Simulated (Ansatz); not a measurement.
Here is the system:

Rh (diamond, Fd-3m), a = 5.4603 Å, b = 5.4603 Å, c = 5.4603 Å, α = 90.00°, β = 90.00°, γ = 90.00°; the cell used has 2 atoms.

This is the r²SCAN-relaxed structure.

**Question.** All from r²SCAN in the plane-wave PAW code Ansatz, unless another level is named. Predict the density of states at the Fermi level.

**Answer.** 1.7 states/eV per atom (mean over ±0.08 eV).

**Question.** Predict the gap with spin–orbit coupling.

**Answer.** none (metallic).

The start of the workflow was typed in or built on a structure type; neither database checked (COD, Materials Project) lists it. It is not the phase usual at ambient conditions (space group No. 225). Symmetry was held in the r²SCAN relaxation. At this level the phase is mechanically unstable. The workflow began spin-polarised and lost its moments. Scalar-relativistic: spin–orbit coupling is off unless named, which matters more the heavier the elements.

Potentials: the earlier of the program's two PAW sets.
